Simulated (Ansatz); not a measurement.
ZrIr$_{3}$ (Cu3Au type, space group No. 221) at seven volumes, DFT-LDA in the program Ansatz with PAW potentials, scaled uniformly. One row is withheld.

```
V (Å³/atom)  P (GPa)
-----------  -------
13.607         36.81
14.055             ?
14.504         10.24
14.953          0.00
15.401         -8.63
15.850        -15.88
16.298        -21.98
```

Question: Fit the shown pressures and predict the withheld one.

Answer: P = (3/2)B₀(x^(7/2) − x^(5/2))[1 + (3/4)(B′ − 4)(x − 1)] with x = (V₀/V)^(2/3). Least squares on the six rows gives V₀ = 14.953 Å³/atom, B₀ = 312 GPa, B′ = 4.71. At V = 14.055, x = 1.0422 and P = 22.36 GPa. The run itself gave 22.39 GPa.

Space group Pm-3m (Cu3Au type). The workflow started from a Materials Project entry (that database holds measured and hypothetical structures alike); the Crystallography Open Database files this formula in space group No. 221, but the cells were not matched. Whether it is the stable phase at ambient conditions was not checked. The LDA relaxation kept the symmetry of its start; of distortions, only those at the zone centre were tested. No spin polarisation was allowed. Scalar-relativistic: spin–orbit coupling is off unless named, which matters more the heavier the elements.

Potentials: the later of the program's two PAW sets.
